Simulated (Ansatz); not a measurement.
Starting cell, SnO2 (rutile):

```
SnO2
1.0
    4.76919     0.00000     0.00000
    0.00000     4.76919     0.00000
    0.00000     0.00000     3.21201
Sn O
2 4
Cartesian
  0.00000   0.00000   0.00000
  2.38459   2.38459   1.60600
  1.46069   1.46069   0.00000
  3.84529   0.92390   1.60600
  0.92390   3.84529   1.60600
  3.30850   3.30850   0.00000
```

In this cell atom 5 (O, nearest neighbour Sn at 2.066 Å; its periodic images, 3.2 Å or more away, move with it) is moved by s along Cartesian x, unit vector (1.000, 0.000, 0.000); all other atoms and the cell stay fixed.

Computed with PBEsol (plane waves to 420 eV, PAW, scalar-relativistic; Ansatz, an electronic-structure program). k mesh 6×6×8 (Γ-centred), Fermi-Dirac smearing 0.05 eV. F∥ is the force on the atom along that direction. SnO2 was relaxed with its symmetry unable to fall. 

```tsv
s (Å)	F∥ (eV/Å)
-0.410	4.220
-0.328	3.554
-0.246	2.792
-0.164	1.941
-0.082	1.008
0.000	0.000
0.082	-1.081
0.164	-2.233
0.246	-3.458
0.328	-4.757
0.410	-6.123
```

Problem. What is the force constant k = d²E/ds² of this move at s = 0?

Solution. 12.7 eV/Å². The forces along the line at the two nearest points give (1.008 − (-1.081)) / (2·0.082) = 12.74 eV/Å²; the next pair corrects for the finite step.

(A displaced cell: forces are minus the slopes of the energy, force constants its curvatures, and phonons follow from these.)
